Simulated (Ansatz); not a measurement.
Input, command and steps of an Ansatz relaxation.

```yaml
crystal:
  lattice:
    - [0.0, 3.1928580552, 3.1928580552]
    - [3.1928580552, 0.0, 3.1928580552]
    - [3.1928580552, 3.1928580552, 0.0]
  atoms:
    - { symbol: Na, position: [0.25, 0.25, 0.25] }
    - { symbol: Na, position: [0.75, 0.75, 0.75] }
    - { symbol: Hg, position: [0.0, 0.0, 0.0] }
basis:
  ecutwfc: 420
kpoints:
  mp_grid: { grid: [6, 6, 6] }
hamiltonian:
  xc: pbe
scf:
  occupations: { method: gaussian, width: 0.1 }
  lower_state_search: "off"
output:
  forces: true
  stress: true
  eigenvalues: true
relax:
  adjacent_minimum: "off"
  f_tol: 0.04
  max_steps: 70
  cell: { stress_tol: 0.4 }
```

```bash
ansatz run input.yaml --threads 1 --pin off --max-ram 2560MiB --backend cpu --events-out ev --progress --plain --runs-dir out
```

These are results of DFT PBE, scalar-relativistic, plane waves, PAW in Ansatz 0.2.0, not measurements.

Of 8 frames 8 are shown, positions in Å and forces in eV/Å; the SCF threshold varies from step to step. Steps run on the plane waves of an earlier cell, with a Pulay correction in the pressure. The basis is chosen afresh for the last frame, the zero of the energies, and at times for earlier ones too; energy and pressure step there, also at an unchanged geometry. Here that happened at step 5 (-13 meV/atom, 0.9 GPa); the frames before carry an error of that size.

```xyz
3
Lattice="0.0000 3.1929 3.1929 3.1929 0.0000 3.1929 3.1929 3.1929 0.0000" Properties=species:S:1:pos:R:3:forces:R:3 pbc="T T T" step=1 free_energy_over_end_meV_per_atom=354.29 pressure_GPa=14.25
Na    1.5964    1.5964    1.5964    0.0000    0.0000    0.0000
Na    4.7893    4.7893    4.7893    0.0000    0.0000    0.0000
Hg    0.0000    0.0000    0.0000    0.0000    0.0000    0.0000
3
Lattice="0.0000 3.3509 3.3509 3.3509 0.0000 3.3509 3.3509 3.3509 0.0000" Properties=species:S:1:pos:R:3:forces:R:3 pbc="T T T" step=2 free_energy_over_end_meV_per_atom=140.21 pressure_GPa=6.84
Na    1.6755    1.6755    1.6755    0.0000    0.0000    0.0000
Na    5.0264    5.0264    5.0264    0.0000    0.0000    0.0000
Hg    0.0000    0.0000    0.0000    0.0000    0.0000    0.0000
3
Lattice="0.0000 3.5056 3.5056 3.5056 0.0000 3.5056 3.5056 3.5056 0.0000" Properties=species:S:1:pos:R:3:forces:R:3 pbc="T T T" step=3 free_energy_over_end_meV_per_atom=39.99 pressure_GPa=2.39
Na    1.7528    1.7528    1.7528    0.0000    0.0000    0.0000
Na    5.2583    5.2583    5.2583    0.0000    0.0000    0.0000
Hg    0.0000    0.0000    0.0000    0.0000    0.0000    0.0000
3
Lattice="0.0000 3.6015 3.6015 3.6015 0.0000 3.6015 3.6015 3.6015 0.0000" Properties=species:S:1:pos:R:3:forces:R:3 pbc="T T T" step=4 free_energy_over_end_meV_per_atom=20.90 pressure_GPa=0.21
Na    1.8008    1.8008    1.8008    0.0000    0.0000    0.0000
Na    5.4023    5.4023    5.4023    0.0000    0.0000    0.0000
Hg    0.0000    0.0000    0.0000    0.0000    0.0000    0.0000
3
Lattice="0.0000 3.6015 3.6015 3.6015 0.0000 3.6015 3.6015 3.6015 0.0000" Properties=species:S:1:pos:R:3:forces:R:3 pbc="T T T" step=5 free_energy_over_end_meV_per_atom=8.11 pressure_GPa=1.11
Na    1.8008    1.8008    1.8008    0.0000    0.0000    0.0000
Na    5.4023    5.4023    5.4023    0.0000    0.0000    0.0000
Hg    0.0000    0.0000    0.0000    0.0000    0.0000    0.0000
3
Lattice="0.0000 3.6532 3.6532 3.6532 0.0000 3.6532 3.6532 3.6532 0.0000" Properties=species:S:1:pos:R:3:forces:R:3 pbc="T T T" step=6 free_energy_over_end_meV_per_atom=1.70 pressure_GPa=0.46
Na    1.8266    1.8266    1.8266    0.0000    0.0000    0.0000
Na    5.4798    5.4798    5.4798    0.0000    0.0000    0.0000
Hg    0.0000    0.0000    0.0000    0.0000    0.0000    0.0000
3
Lattice="0.0000 3.6953 3.6953 3.6953 0.0000 3.6953 3.6953 3.6953 0.0000" Properties=species:S:1:pos:R:3:forces:R:3 pbc="T T T" step=7 free_energy_over_end_meV_per_atom=0.18 pressure_GPa=0.03
Na    1.8477    1.8477    1.8477    0.0000    0.0000    0.0000
Na    5.5430    5.5430    5.5430    0.0000    0.0000    0.0000
Hg    0.0000    0.0000    0.0000    0.0000    0.0000    0.0000
3
Lattice="0.0000 3.6953 3.6953 3.6953 0.0000 3.6953 3.6953 3.6953 0.0000" Properties=species:S:1:pos:R:3:forces:R:3 pbc="T T T" step=8 free_energy_over_end_meV_per_atom=0.00 pressure_GPa=0.01
Na    1.8477    1.8477    1.8477    0.0000    0.0000    0.0000
Na    5.5430    5.5430    5.5430    0.0000    0.0000    0.0000
Hg    0.0000    0.0000    0.0000    0.0000    0.0000    0.0000
```

The start puts this composition into another compound's structure type, which needn't suit it. The cell swells from 21.7 to 33.6 Å³ an atom, so the end can be far from any stable crystal. At the end the space group is Fm-3m (tolerance 0.05 Å).

The run took 16 s on 1 thread of Arm Neoverse V1, with other jobs on the host, peak memory 0.35 GiB.

The k mesh is coarse. Spin–orbit coupling is left out, which can shift energies with elements as heavy as these.